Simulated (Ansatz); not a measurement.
CaMgF₄ on the sites of BaSrI4 (No. 166): a single-point calculation in the plane-wave code Ansatz (r2SCAN+rVV10). The cell was relaxed beforehand with r2SCAN+rVV10.

Input (YAML):
```yaml
crystal:
  lattice:
    - [1.8490125519, 1.067527896, 5.84646482]
    - [-1.8490125519, 1.067527896, 5.84646482]
    - [0.0, -2.1350557877, 5.8464648208]
  atoms:
    - { symbol: Ca, position: [0.0, 0.0, 0.0] }
    - { symbol: Mg, position: [0.5, 0.5, 0.5] }
    - { symbol: F, position: [0.617602191, 0.617602191, 0.617602191] }
    - { symbol: F, position: [0.8681137008, 0.8681137008, 0.8681137008] }
    - { symbol: F, position: [0.1318862992, 0.1318862992, 0.1318862992] }
    - { symbol: F, position: [0.382397809, 0.382397809, 0.382397809] }
kpoints:
  mp_grid: { grid: [10, 10, 10] }
  band_path:
    path:
      - [0.0, 0.0, 0.0]
      - [0.5, 0.5, 0.5]
      - [0.81110635, 0.18889365, 0.5]
      - [0.5, -0.18889365, 0.18889365]
      - [0.5, 0.0, 0.0]
      - [0.344446825, -0.344446825, 0.0]
      - [0.655553175, 0.0, 0.344446825]
      - [0.5, 0.0, 0.5]
    npoints: 1
hamiltonian:
  xc: r2scan
  dispersion: rvv10
scf:
  occupations: { method: fermi_dirac, width: 0.03 }
  n_extra_bands: 5
output:
  forces: true
  stress: true
  eigenvalues: true
  write_density: true
  write_potential: true
  elf: true
  volumetric_format: npy
```

Command: `ansatz run input.yaml --threads 2 --pin off --max-ram 2211MiB --backend cpu --events-out ev --progress --plain --runs-dir out`. Wall time 20 s on 2 threads of Arm Neoverse V2, on a shared host, load about 0.3 per core; peak host memory 0.74 GiB.

The output, standing remarks left out:
```
scf.n_extra_bands = 5 over 24 filled bands (N_el = 48.0): the run solves 29 bands
Pseudopotential: Ca, paw, valence charge 10, recommended cutoff 500 eV (meta_gga)
Pseudopotential: Mg, paw, valence charge 10, recommended cutoff 500 eV (meta_gga)
Pseudopotential: F, paw, valence charge 7, recommended cutoff 500 eV (meta_gga)
Functional definition: r2SCAN+rVV10
  parameter k0 = 0.174
  parameter k1 = 0.065
  parameter a1 = 4.9479
  exchange = r2scan_x(k0 = k0, k1 = k1, a1 = a1)
  correlation = r2scan_c + rvv10(11.95, 0.0093)
Crystal: 6 atoms, lattice volume = 69.241 Å³
Basis set: ecut = 500 eV, 1761 PW (Γ), FFT grids on a1−a2, a2, −a2+a3
Symmetry: 12 space group operations
Space group: R-3m (ITA 166)
k-points: 116 of 1000
rVV10 density: all electrons in the spheres
Free energy (F): -6996.586404 eV
Fermi energy:    7.292460 eV
--- Forces (eV/Å), atoms counted from 1 ---
  atom   1  Ca      0.00000      0.00000      0.00000
  atom   2  Mg      0.00000      0.00000      0.00000
  atom   3  F       0.00000      0.00000      0.00161
  atom   4  F       0.00000      0.00000    -0.00031
  atom   5  F       0.00000      0.00000      0.00031
  atom   6  F       0.00000      0.00000    -0.00161
--- Stress (GPa, compression-positive) ---
        0.001234       0.000000       0.000000
        0.000000       0.001234       0.000000
        0.000000       0.000000       0.013303
  P = ⅓ Tr σ = 0.0053 GPa (0.053 kbar)
--- Band table (eV; the first three rows and the last of 116) ---
  k-point 0: bands = […, 1.7617, 1.7617, 1.8630, 2.9676, 3.0771, 3.0771, 10.8927, 13.2681, 13.2681, 14.6417, …]
  k-point 1: bands = […, 1.8969, 1.9582, 2.1416, 2.9495, 3.0292, 3.0954, 11.1722, 13.0974, 13.3269, 14.6013, …]
  k-point 2: bands = […, 1.9500, 2.0271, 2.0890, 3.0157, 3.1374, 3.1468, 11.9012, 12.7997, 13.4850, 14.4641, …]
  k-point 115: bands = […, 2.1900, 2.1900, 2.2129, 2.4351, 2.9366, 2.9366, 12.4129, 12.5016, 13.2462, 13.2462, …]
```

The rows of the band table are 0: (0, 0, 0) = Γ, 1: (0, 0, 0.100), 2: (0, 0, 0.200), 115: (-1/2, -1/2, -1/2) = T.

The file bands.tsv (bands near the Fermi energy, numbered from 0, rounded):
```tsv
# k_distance	band_19	band_20	band_21	band_22	band_23	band_24	band_25	band_26	band_27
# fermi_ev = 7.292460
# [0, 0, 0] at k_distance = 0.000000
# [0.5, 0.5, 0.5] at k_distance = 0.537349
# [0.81110635, 0.18889365, 0.5] at k_distance = 1.594529
# [0.5, -0.18889365, 0.18889365] at k_distance = 1.975902
# [0.5, 0, 0] at k_distance = 2.617787
# [0.344446825, -0.344446825, 0] at k_distance = 3.230694
# [0.655553175, 0, 0.344446825] at k_distance = 3.594850
# [0.5, 0, 0.5] at k_distance = 4.123440
# levels_relative_to = fermi_ev
0.000	-5.531	-5.429	-4.325	-4.215	-4.215	3.600	5.976	5.976	7.349
0.537	-5.102	-5.080	-4.857	-4.356	-4.356	5.120	5.209	5.954	5.954
1.595	-5.198	-5.036	-4.136	-3.890	-3.874	5.376	5.612	7.204	7.274
1.976	-5.198	-5.036	-4.136	-3.890	-3.874	5.376	5.612	7.204	7.274
2.618	-5.135	-4.900	-4.144	-3.994	-3.941	4.999	6.639	6.861	7.280
3.231	-5.131	-5.049	-4.115	-3.918	-3.836	5.414	5.570	7.213	7.284
3.595	-5.131	-5.049	-4.115	-3.918	-3.836	5.414	5.570	7.213	7.284
4.123	-5.278	-5.263	-4.248	-3.937	-3.692	4.912	6.614	6.869	7.519
```
In order the rows are Γ, T, H₂, H₀, L, S₀, S₂, F.

Planar averages along the third cell vector, from rho_z.tsv and v_z.tsv (valence density with its augmentation; electrostatic potential energy of an electron, of which only differences have a meaning):
```csv
z (Å),ρ (e/Å³),v_es (eV)
0.00,0.743,1.40
0.39,0.758,1.91
0.78,0.724,2.86
1.17,0.591,3.77
1.56,0.475,4.23
1.95,0.508,4.29
2.33,0.683,3.58
2.72,0.918,2.17
3.31,1.003,1.64
3.70,0.802,2.89
4.08,0.580,4.06
4.47,0.471,4.34
4.86,0.520,4.03
5.25,0.666,3.37
5.64,0.754,2.38
6.03,0.749,1.53
```

The r2SCAN+rVV10 gap is indirect, 7.29 eV (F to Γ), below the direct gap of 7.82 eV at Γ. The mean stress is close to zero (0.01 GPa).

Note: simulated data, non-magnetic, for a generated structure that need not be the stable one.
